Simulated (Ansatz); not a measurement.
Pb4Se3S:
Space group P4/mmm (No. 123); a = b = 4.2403 Å, c = 11.9847 Å, α = β = γ = 90.00°

```csv
atom,site,symmetry,x,y,z
Pb,2g,4mm,0.0000,0.0000,0.2550
Pb,1c,4/mmm,0.5000,0.5000,0.0000
Pb,1d,4/mmm,0.5000,0.5000,0.5000
Se,2h,4mm,0.5000,0.5000,0.2510
Se,1a,4/mmm,0.0000,0.0000,0.0000
S,1b,4/mmm,0.0000,0.0000,0.5000
```

Relaxed with LDA.

Problem. Which orbitals make up the states near the Fermi level in LDA in the plane-wave PAW code Ansatz?

Solution. Within 0.5 eV of the Fermi level: Se 4p 36 %, Pb 6p 34 %, Pb 6s 14 %, S 3p 6 %. Projections are on Löwdin-orthogonalised atomic valence shells; empty p or d shells of many metals are not among them.

Problem. Tabulate the density of states.

Solution. States/eV per cell of 8 atoms, in 0.25 eV bins, energy from the Fermi level.

```csv
E (eV),total,Pb 6p,Se 4p,S 3p
-7.85,3.66,0.05,0.36,0.11
-7.60,1.53,0.01,0.16,0.05
-7.35,0.87,0.00,0.09,0.03
-7.10,0.58,0.00,0.05,0.01
-6.85,0.37,0.00,0.03,0.01
-6.60,0.20,0.00,0.01,0.00
-6.35,0.02,0.00,0.00,0.00
-6.10,0.00,0.00,0.00,0.00
-5.85,0.00,0.00,0.00,0.00
-5.60,0.00,0.00,0.00,0.00
-5.35,0.53,0.24,0.22,0.06
-5.10,1.37,0.60,0.56,0.16
-4.85,2.05,0.86,0.86,0.25
-4.60,2.60,1.04,1.12,0.33
-4.35,3.33,1.27,1.44,0.47
-4.10,3.99,1.43,1.78,0.60
-3.85,4.51,1.52,2.06,0.73
-3.60,6.34,1.98,2.95,1.16
-3.35,6.88,1.99,3.26,1.33
-3.10,6.75,1.80,3.27,1.36
-2.85,6.94,1.68,3.43,1.47
-2.60,6.95,1.49,3.62,1.45
-2.35,7.32,1.35,3.99,1.55
-2.10,7.32,1.12,4.18,1.55
-1.85,6.67,0.78,4.03,1.36
-1.60,4.20,0.62,2.34,0.67
-1.35,4.44,0.63,2.21,0.86
-1.10,6.08,0.61,3.42,0.98
-0.85,4.93,0.49,2.97,0.48
-0.60,2.30,0.25,1.31,0.21
-0.35,0.49,0.07,0.26,0.03
-0.10,0.02,0.00,0.01,0.00
0.15,0.06,0.04,0.01,0.00
0.40,0.43,0.28,0.04,0.01
0.65,1.03,0.69,0.09,0.03
0.90,1.94,1.35,0.16,0.06
1.15,3.29,2.34,0.27,0.10
1.40,4.03,2.96,0.32,0.12
1.65,4.98,3.82,0.36,0.14
1.90,5.26,4.10,0.44,0.16
2.15,5.23,4.06,0.52,0.18
2.40,4.88,3.65,0.58,0.21
2.65,4.84,3.50,0.65,0.25
2.90,4.99,3.50,0.72,0.31
3.15,5.06,3.41,0.77,0.34
3.40,5.42,3.29,0.80,0.36
3.65,7.61,4.06,1.07,0.52
3.90,8.75,4.79,1.35,0.69
4.15,9.04,4.79,1.62,0.51
4.40,6.64,3.71,1.45,0.28
4.65,4.39,2.38,1.16,0.17
```

The first step of the workflow began from a Materials Project structure, measured or hypothetical; the Crystallography Open Database copy checked does not list it. With Se and S taken as one species the cell has the higher symmetry Fm-3m, so it may be an ordered model of a mixed-site phase. Its standing as an ambient phase is unchecked. Symmetry was held in the LDA relaxation; of distortions, only those at the zone centre were tested. Scalar-relativistic: spin–orbit coupling is off unless named, which matters more the heavier the elements.

Potentials: the later of the program's two PAW sets.
